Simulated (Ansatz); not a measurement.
Relaxed-ion elastic tensor of ZrS2 (CdI2 type, P-3m1) in GPa (Voigt order), DFT-r²SCAN+D4 in the program Ansatz with PAW potentials; density 3.71 g/cm³, 23.20 Å³ per atom.

```
 140  27.5   6.4  -2.2   0.0   0.0
27.5   140   6.4   2.2   0.0   0.0
 6.4   6.4  29.2   0.0   0.0   0.0
-2.2   2.2   0.0   7.8   0.0   0.0
 0.0   0.0   0.0   0.0   7.8  -2.2
 0.0   0.0   0.0   0.0  -2.2  56.2
```

Question: Is the crystal mechanically stable?

Answer: Yes: the smallest eigenvalue of C is 7.7 GPa.

Question: Work out the Voigt, Reuss and Hill averages.

Answer: K_V = 43.3, K_R = 24.0, K_H = 33.7; G_V = 32.3, G_R = 14.3, G_H = 23.3 GPa.

Question: Give Young's modulus, Poisson's ratio, Pugh's ratio and the universal anisotropy index.

Answer: E = 9KG/(3K + G) = 56.8 GPa; ν = 0.22; K/G = 1.45 (brittle by the Pugh limit of 1.75); A_U = 5G_V/G_R + K_V/K_R − 6 = 7.08.

Question: Estimate the sound speeds and the Debye temperature.

Answer: v_l = √((K + 4G/3)/ρ) = 4180 m/s, v_t = √(G/ρ) = 2510 m/s, mean 2770 m/s; Θ = (h/k)(3n/4πV)^(1/3) v_m = 289 K.

Question: Solve the Christoffel equation for the three sound speeds along x, y, z.

Answer: Eigenvalues of C_ijkl n_j n_l equal ρv². In km/s, slowest first: x 1.44, 3.90, 6.14; y 1.45, 3.89, 6.14; z 1.45, 1.45, 2.81.

Question: How much does each axis shrink under pressure?

Answer: Linear compressibilities β_i = Σ_j S_ij (j = 1 to 3): x 4.7, y 4.7, z 32 per TPa.

The r²SCAN+D4 relaxation kept the symmetry of its start; phonons on a q-mesh show no instability. The run is not spin-polarised.

Potentials: the later of the program's two PAW sets.
